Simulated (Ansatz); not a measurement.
SiC (wurtzite)

```
CELL_PARAMETERS angstrom
      3.07531     0.00000     0.00000
     -1.53765     2.66329     0.00000
      0.00000     0.00000     5.04816
ATOMIC_POSITIONS crystal
  Si 0.66667 0.33333 0.00050
  Si 0.33333 0.66667 0.50050
  C  0.66667 0.33333 0.62470
  C  0.33333 0.66667 0.12470
```

In this cell atom 4 (C, nearest neighbour Si at 1.883 Å; its periodic images, 3.1 Å or more away, move with it) is moved by s along Cartesian [111], unit vector (0.577, 0.577, 0.577); all other atoms and the cell stay fixed.

Method: r2SCAN (plane waves to 500 eV, PAW, scalar-relativistic; Ansatz, a program for electronic structure). k mesh 10×10×5 (Γ-centred), Fermi-Dirac smearing 0.05 eV. Left out: 1 of 11 points, with atoms too close for the PAW data. F∥ is the force on the atom along that direction. SiC was relaxed with its symmetry unable to fall. 

```csv
s (Å),F∥ (eV/Å)
-0.448,18.621
-0.336,11.634
-0.224,6.560
-0.112,2.808
0.000,0.000
0.112,-2.108
0.224,-3.681
0.336,-4.836
0.448,-5.648
0.560,-6.157
```

What is the force constant k = d²E/ds² of this move at s = 0?

21.6 eV/Å². The forces along the line at the two nearest points give (2.808 − (-2.108)) / (2·0.112) = 21.95 eV/Å²; the next pair corrects for the finite step.

(A displaced cell: forces are minus the slopes of the energy, force constants its curvatures, and phonons follow from these.)
